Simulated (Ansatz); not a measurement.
The start is a relaxed ScAl3 cell shaken by Gaussian noise of σ = 0.08 Å a coordinate. The structure is fully relaxed (lattice and positions, P = 0) with PBEsol (plane waves to 420 eV, PAW, scalar-relativistic; Ansatz, a program for electronic structure). First-step values are on the input's coarse k-mesh.

Ansatz input (later rounds restart from its end on a renewed k-mesh):
Ansatz 0.2 input:
```yaml
crystal:
  lattice:
    - [5.2614826685, 0, 0]
    - [0, 5.2614826685, 0]
    - [0, 0, 5.2614826685]
  atoms:
    - { symbol: Al, position: [0.2211197647, 0.0040976074, 0.5130493761] }
    - { symbol: Al, position: [0.7609699587, -0.0056660689, 0.5094400687] }
    - { symbol: Al, position: [-0.0023266039, 0.4975755884, 0.2690884655] }
    - { symbol: Al, position: [0.0157862511, 0.494665743, 0.7538405369] }
    - { symbol: Al, position: [0.5037284432, 0.2523513099, 0.0018732031] }
    - { symbol: Al, position: [0.5254843907, 0.749263815, -0.0088480766] }
    - { symbol: Sc, position: [0.0152545565, -0.0090840617, 0.0183750011] }
    - { symbol: Sc, position: [0.5127890663, 0.4724969564, 0.4853180715] }
basis: { ecutwfc: 420, ecutrho_ratio: 4, xc_grid: 2, fft_grid_basis: typed }
kpoints: { mp_grid: { grid: [6, 6, 6] } }
hamiltonian:
  xc: pbesol
  dispersion: none
  pseudopotentials: { kind: paw }
scf: { occupations: { method: fermi_dirac, width: 0.05 } }
relax: { f_tol: 0.01, max_steps: 100, cell: { stress_tol: 0.02 } }
output: { forces: true, stress: true }
```

Question: What is the largest force in the starting geometry, and on which atom (counted from 1)?

Answer: 1.89 eV/Å, on Al1 (atoms numbered as listed).

Question: How much energy is released per atom?

Answer: 0.08 eV/atom.

Question: How does the volume change?

Answer: +0.5 %, from 18.21 to 18.29 Å³/atom.

Question: Is the parent structure recovered?

Answer: It does not go back: it reaches R32 (No. 155), 0.03 eV/atom below the parent.

Question: How do the shortest distances between atoms change?

Answer: The closest pairs of elements (up to four, under 3.6 Å), start → end: Al–Al 2.42 → 2.65 Å; Al–Sc 2.80 → 2.90 Å; Sc–Sc 4.39 → 3.42 Å.

Question: Is the relaxed structure metallic? Give its gap.

Answer: No gap (metallic).

Question: Write out the relaxed structure.

Answer: 
```cif
data_Al18Sc6
_chemical_formula_sum 'Al18 Sc6'
_space_group_name_H-M_alt 'R32 :H'
_space_group_IT_number 155
_space_group_name_Hall 'R 3 2"'
_cell_length_a 7.66534
_cell_length_b 7.66534
_cell_length_c 8.62607
_cell_angle_alpha 90.000
_cell_angle_beta 90.000
_cell_angle_gamma 120.000
loop_
_atom_site_label
_atom_site_type_symbol
_atom_site_symmetry_multiplicity
_atom_site_Wyckoff_symbol
_atom_site_fract_x
_atom_site_fract_y
_atom_site_fract_z
_atom_site_occupancy
Al1 Al 9 e 0.30832 0.30832 0.50000 1
Al2 Al 9 d 0.00000 0.22044 0.00000 1
Sc1 Sc 6 c 0.00000 0.00000 0.30164 1
```
(The calculation used a cell of 8 atoms; values per cell refer to that cell.)

Final values are on a 9×9×9 k-mesh of the relaxed cell. No spin polarisation in the result.

The relaxed structure here is a generated cell of ScAl3: the first start was made by placing the elements on the sites of a structure type, and the end was not matched to a known phase here, so it may be hypothetical.
